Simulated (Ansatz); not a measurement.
Is this structure of Cd2As2F stable?

Atoms and cell were relaxed at zero pressure (0.3 % in volume from the start). The relaxed cell:

```xyz
5
Lattice="2.2641 3.9215 0.0000 -2.2641 3.9215 0.0000 0.0000 0.0000 6.0290" Properties=species:S:1:pos:R:3 pbc="T T T"
Cd    0.0000    2.6144    3.7060
Cd    0.0000    5.2287    2.3229
F     0.0000    0.0000    0.0000
As    0.0000    2.6144    0.4630
As    0.0000    5.2287    5.5660
```

Space group P-3m1 (No. 164); conventional cell a = 4.528 Å, b = 4.528 Å, c = 6.029 Å, α = 90.00°, β = 90.00°, γ = 120.00°.

Method: PBE in Ansatz 0.2.0, PAW datasets, plane waves to 420 eV, 6×6×4 Γ-centred mesh, cold occupations of width 0.086 eV. Spin: none; no U, no spin-orbit coupling.

Question: Where does it lie against the elements?

Answer: -0.233 eV an atom at 0 K against the elements' lowest computed crystals and the free molecules of gases, with no empirical correction.

Question: Is it stable against splitting into other phases?

Answer: Among the phases that we computed and relaxed alike, the lowest mixture with other formulas is 25 % Cd₃As₂ + 45 % CdAs$_{2}$ + 30 % CdF2 (shares of atoms). The cell lies 485 meV an atom above it, so it would gain by splitting into them.

The start was: a known structure type with other elements put in, at an estimated volume. An invented cell need not be a known compound.

Caveats: an odd electron count without spin, so a state with a moment may lie lower; differences under 20 meV an atom lie within the error of meshes and cutoff; the relaxation keeps the start's symmetry, so a distorted cell may lie lower; a metal without spin among anions, where moments or a distortion may lower the energy.
